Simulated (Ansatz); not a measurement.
The start is a generated cell, La placed in the omega structure type. The structure is fully relaxed (lattice and positions, P = 0) with PBE (plane waves to 420 eV, PAW, scalar-relativistic; Ansatz, a quantum-chemistry and plane-wave program). The first steps use a coarse 7×7×9 k-mesh.

Initial structure:
```yaml
crystal:
  lattice:
    - [5.95223, 0.00000, 0.00000]
    - [-2.97612, 5.15478, 0.00000]
    - [0.00000, 0.00000, 3.62024]
  atoms:
    - { symbol: La, position: [0.00000, 0.00000, 0.00000] }
    - { symbol: La, position: [0.33333, 0.66667, 0.50000] }
    - { symbol: La, position: [0.66667, 0.33333, 0.50000] }
```

Task: How do the shortest distances between atoms change?

Result: The closest pairs of elements (up to four, under 3.6 Å), start → end: La–La 3.44 → 3.44 Å.

Task: Is the relaxed structure metallic? Give its gap.

Result: No gap (metallic).

Task: Give the final cell and atomic positions.

Result: 
```cif
data_La3
_chemical_formula_sum 'La3'
_space_group_name_H-M_alt 'P6/mmm'
_space_group_IT_number 191
_space_group_name_Hall '-P 6 2'
_cell_length_a 5.95367
_cell_length_b 5.95367
_cell_length_c 3.62099
_cell_angle_alpha 90.000
_cell_angle_beta 90.000
_cell_angle_gamma 120.000
loop_
_atom_site_label
_atom_site_type_symbol
_atom_site_symmetry_multiplicity
_atom_site_Wyckoff_symbol
_atom_site_fract_x
_atom_site_fract_y
_atom_site_fract_z
_atom_site_occupancy
La1 La 1 a 0.00000 0.00000 0.00000 1
La2 La 2 d 0.33333 0.66667 0.50000 1
```

The space group stays P6/mmm (No. 191) (the run could not lower it), with 3 atoms in the primitive cell. Final values are on a 9×9×13 k-mesh of the relaxed cell. No spin polarisation in the result.

The run could not lose the symmetry of its start: the end is stationary, and may be a saddle point rather than a minimum.

All atoms sit on sites fixed by symmetry, so only the cell could relax.

The relaxed structure here is a generated cell of La: the first start was made by placing the elements on the sites of a structure type, and the end was not matched to a known phase here, so it may be hypothetical. Known forms of La include space group No. 194.
